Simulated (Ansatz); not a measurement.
MoSe₂:
```xyz
6
Lattice="3.2484 0.0000 0.0000 -1.6242 2.8132 0.0000 0.0000 0.0000 12.7418" Properties=species:S:1:pos:R:3 pbc="T T T"
Mo     0.0000     1.8754     3.1855
Mo     1.6242     0.9377     9.5564
Se     0.0000     1.8754     7.8990
Se     1.6242     0.9377     1.5281
Se     1.6242     0.9377     4.8428
Se     0.0000     1.8754    11.2137
```

Relaxed with LDA.

**Question.** Give the optical modes at the zone centre with their infrared activity from DFPT, DFT-LDA in the program Ansatz with PAW potentials.

**Answer.** Transverse frequencies, without the LO–TO term; a row sums one degenerate level.

```
ω (cm⁻¹)  degeneracy  IR ((D/Å)²/amu)     activity  symmetry
--------  ----------  ---------------  -----------  --------
29                 2             0.00  IR-inactive       E2g
45                 1             0.00  IR-inactive       B1g
169                2             0.00  IR-inactive       E2u
171                2             0.00  IR-inactive       E1g
243                1             0.00  IR-inactive       B2u
246                1             0.00  IR-inactive       A1g
289                2             0.00  IR-inactive       E2g
290                2             5.43           IR       E1u
353                1             1.05           IR       A2u
357                1             0.00  IR-inactive       B1g
```

**Question.** How high does the top mode go among those that the LO–TO term moves?

**Answer.** 295 cm⁻¹ for q along x, 295 cm⁻¹ for q along y, 357 cm⁻¹ for q along z.

Space group P6_3/mmc. Symmetry was held in the LDA relaxation; phonons on a q-mesh show no instability. The run is not spin-polarised. A crystal of weakly bound layers computed without a dispersion correction: the cell and the soft elastic constants depend strongly on that.

Potentials: the later of the program's two PAW sets.
